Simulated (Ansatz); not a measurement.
Mg2ZnO3:
```xyz
6
Lattice="2.9968 0.0000 0.0000 -1.4984 2.5953 0.0000 0.0000 0.0000 7.3068" Properties=species:S:1:pos:R:3 pbc="T T T"
Mg     0.0000     1.7302     4.8687
Mg     1.4984     0.8651     2.4381
Zn     0.0000     0.0000     0.0000
O      0.0000     1.7302     1.2508
O      1.4984     0.8651     6.0560
O      0.0000     0.0000     3.6534
```

Relaxed with PBEsol. Independent-particle spectrum: no excitons, no local fields, no scissors shift; 0.1 eV broadening; ε₁ of the summed bands alone.

### Question
Tabulate the dielectric function from PBEsol in the plane-wave PAW code Ansatz.

### Answer


| E (eV) | ε₁ xx | ε₂ xx | ε₁ zz | ε₂ zz |
|---|---|---|---|---|
| 0.0 | 3.72 | 0.00 | 3.74 | 0.00 |
| 0.5 | 3.73 | 0.00 | 3.75 | 0.00 |
| 1.0 | 3.77 | 0.00 | 3.78 | 0.00 |
| 1.5 | 3.82 | 0.00 | 3.84 | 0.00 |
| 2.0 | 3.91 | 0.00 | 3.93 | 0.00 |
| 2.5 | 4.04 | 0.00 | 4.07 | 0.00 |
| 3.0 | 4.25 | 0.00 | 4.30 | 0.00 |
| 3.5 | 4.72 | 0.08 | 4.80 | 0.14 |
| 4.0 | 4.87 | 0.73 | 4.88 | 0.92 |
| 4.5 | 4.81 | 1.12 | 4.69 | 1.23 |
| 5.0 | 4.78 | 1.54 | 4.58 | 1.40 |
| 5.5 | 4.59 | 1.70 | 4.57 | 1.56 |
| 6.0 | 4.53 | 1.89 | 4.68 | 1.80 |
| 6.5 | 4.48 | 2.29 | 4.75 | 2.39 |
| 7.0 | 4.23 | 2.52 | 4.02 | 3.00 |
| 7.5 | 4.73 | 2.67 | 4.06 | 2.44 |
| 8.0 | 3.75 | 4.00 | 4.21 | 3.38 |
| 8.5 | 3.20 | 3.58 | 3.74 | 3.71 |
| 9.0 | 2.75 | 3.66 | 3.21 | 4.49 |
| 9.5 | 2.32 | 3.22 | 1.47 | 3.53 |
| 10.0 | 2.58 | 3.30 | 2.20 | 2.26 |
| 10.5 | 2.16 | 3.97 | 2.49 | 2.91 |
| 11.0 | 1.94 | 2.74 | 2.68 | 2.70 |
| 11.5 | 3.34 | 2.95 | 4.64 | 5.25 |
| 12.0 | 1.48 | 4.17 | 0.72 | 4.62 |

### Question
From ε at 3.7 eV (xx: 4.93 + 0.42i), find n, k, the normal reflectivity and the absorption coefficient.

### Answer
n = 2.22, k = 0.094, R = 14 %, α = 2kE/ħc = 35000 cm⁻¹.

With all bands, ε∞ without local fields is 3.91 (xx = yy), 3.92 (zz). DFPT, with local fields, gives 3.82 (xx = yy), 3.74 (zz).

Space group P-3m1. The workflow started from a Materials Project entry (that database holds measured and hypothetical structures alike); the Crystallography Open Database copy checked does not list it. With Mg and Zn taken as one species the cell has the higher symmetry Fm-3m, so it may be an ordered model of a mixed-site phase. Whether it is the stable phase at ambient conditions was not checked. Symmetry was held in the PBEsol relaxation; of distortions, only those at the zone centre were tested.

Potentials: the later of the program's two PAW sets.
